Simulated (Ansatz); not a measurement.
The start is a generated cell, AlCu placed in the AFLOW prototype AB_cF8_225_a_b (B1, as in NaCl). The structure is fully relaxed (lattice and positions, P = 0) with PBE (plane waves to 420 eV, PAW, scalar-relativistic; Ansatz, a program for electronic structure). The first steps use a coarse 12×12×12 k-mesh.

The start:
```
AlCu
1.0
    0.00000     2.38918     2.38918
    2.38918     0.00000     2.38918
    2.38918     2.38918     0.00000
Cu Al
1 1
Direct
  0.00000   0.00000   0.00000
  0.50000   0.50000   0.50000
```

**Question.** How large is the pressure on the unrelaxed cell, and of which sign?

**Answer.** +19.3 GPa (positive: the cell is compressed).

**Question.** By how much does the energy per atom fall from start to end?

**Answer.** 0.13 eV/atom.

**Question.** How does the volume change?

**Answer.** +18.1 %, from 13.64 to 16.10 Å³/atom.

**Question.** How do the shortest distances between atoms change?

**Answer.** The closest pairs of elements (up to four, under 3.6 Å), start → end: Al–Cu 2.39 → 2.53 Å; Cu–Cu 3.38 → 3.57 Å; Al–Al 3.38 → 3.57 Å.

**Question.** What band gap does the relaxed structure have at this level?

**Answer.** No gap (metallic).

The space group stays Fm-3m (No. 225) (the run could not lower it); the end is rock salt type, with 2 atoms in the primitive cell. Final values are on a 16×16×16 k-mesh of the relaxed cell. No spin polarisation in the result.

The run could not lose the symmetry of its start, so the end can be a saddle point.

All atoms sit on sites fixed by symmetry, so only the cell could relax.

The relaxed structure here is a generated cell of AlCu: the first start was made by placing the elements on the sites of a structure type, and the end was not matched to a known phase here, so it may be hypothetical.
